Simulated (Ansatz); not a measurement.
**Cs2Zn2H4Se3O11: Core-electron binding energies**

Cell: a measured structure from the Crystallography Open Database (COD), ions relaxed with PBE at fixed cell; a hole's nearest image is 7.5 Å away.

```cif
data_Cs2Zn2H4Se3O11
_symmetry_space_group_name_H-M 'P-1'
_symmetry_Int_Tables_number 2
_cell_length_a 7.5093
_cell_length_b 9.7918
_cell_length_c 9.9128
_cell_angle_alpha 77.087
_cell_angle_beta 72.849
_cell_angle_gamma 88.320
loop_
_atom_site_label
_atom_site_type_symbol
_atom_site_symmetry_multiplicity
_atom_site_Wyckoff_symbol
_atom_site_fract_x
_atom_site_fract_y
_atom_site_fract_z
Cs1 Cs 2 i 0.8747 0.2505 0.4576
Cs3 Cs 2 i 0.1204 0.7129 0.0155
Zn5 Zn 2 i 0.5184 0.8237 0.1285
Zn7 Zn 2 i 0.4818 0.1654 0.3524
H9 H 2 i 0.9556 0.4476 0.6521
H11 H 2 i 0.1480 0.4200 0.5466
H13 H 2 i 0.7774 0.5951 0.8135
H15 H 2 i 0.6990 0.6089 0.9747
Se17 Se 2 i 0.4778 0.5020 0.3076
Se19 Se 2 i 0.7656 0.9018 0.3166
Se21 Se 2 i 0.2344 0.0571 0.1922
O23 O 2 i 0.7261 0.0790 0.2972
O25 O 2 i 0.5486 0.8788 0.9151
O27 O 2 i 0.4399 0.1749 0.5624
O29 O 2 i 0.7539 0.8701 0.1556
O31 O 2 i 0.2635 0.8779 0.2153
O33 O 2 i 0.2417 0.0878 0.3559
O35 O 2 i 0.5088 0.6174 0.1415
O37 O 2 i 0.5874 0.3580 0.2534
O39 O 2 i 0.2457 0.4529 0.3551
O41 O 2 i 0.0794 0.4093 0.6508
O43 O 2 i 0.8158 0.6146 0.8945
```

One atom of each set is listed.

Level of theory: DFT, PBE, plane waves and PAW, scalar-relativistic, 420 eV cutoff, Γ-centred 3×2×2 k-points, fixed occupations (Ansatz 0.2.0).

Each value is a total-energy difference between the cell with one core hole and the ground state (ΔSCF), the electron removed. The cell with the hole is spin-polarised, as the shell with the hole is left with one unpaired spin. These are bare differences without image correction or alignment, so only shifts between sites of one element carry meaning.

Question: How far do the Zn 2p, Se 3d lines of the distinct sites lie apart?

Answer: 

```json
{"line": "Zn 2p", "atom": "5", "first shell": "4 O at 1.95–2.01 Å; also 2 O at 2.90–3.17 Å", "shift from the lowest of its kind (eV)": "0.00"}
{"line": "Zn 2p", "atom": "7", "first shell": "4 O at 1.96–2.03 Å; also 3 O at 2.85–3.33 Å", "shift from the lowest of its kind (eV)": "0.04"}
{"line": "Se 3d", "atom": "17", "first shell": "3 O at 1.72–1.73 Å", "shift from the lowest of its kind (eV)": "0.00"}
{"line": "Se 3d", "atom": "19", "first shell": "3 O at 1.72–1.73 Å", "shift from the lowest of its kind (eV)": "0.02"}
{"line": "Se 3d", "atom": "21", "first shell": "3 O at 1.71–1.73 Å", "shift from the lowest of its kind (eV)": "0.17"}
```

Shifts between sites are good to a few tenths of an eV; absolute PBE values can be off by an eV or more. Multiplets, satellites and widths aren't calculated.

The run took 11 min of wall time (42 min of CPU time) and 3.8 GiB at its peak, on 4 threads of Arm Neoverse V1 (aarch64; 8 cores open to the job, memory cap 8.0 GiB, no GPU), a shared host with a load of 0.2 a core.
